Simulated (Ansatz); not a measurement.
**Magnetic states of iron, A15**

Theory: Ansatz 0.2.0, DFT, r2SCAN, plane waves (500 eV) with PAW, scalar-relativistic. (PAW data from PBE, frozen cores regenerated.)

Each start was relaxed and then solved on a dense mesh, with Fermi-Dirac smearing of 0.05 eV (0.1 eV in a metal without spin) extrapolated to zero. Rows within 2 meV/atom of each other tie.

Q: Where does each start end, and how do the energies compare? Starts: non-magnetic; ferromagnetic.

A: 
```json
{"start": "ferromagnetic", "ends": "ferromagnetic, net 2.68 μB per atom", "ΔE (meV/atom)": "0.0", "V (Å³/atom)": "11.99"}
{"start": "non-magnetic", "ends": "spin not included", "ΔE (meV/atom)": "818.1", "V (Å³/atom)": "10.14"}
```
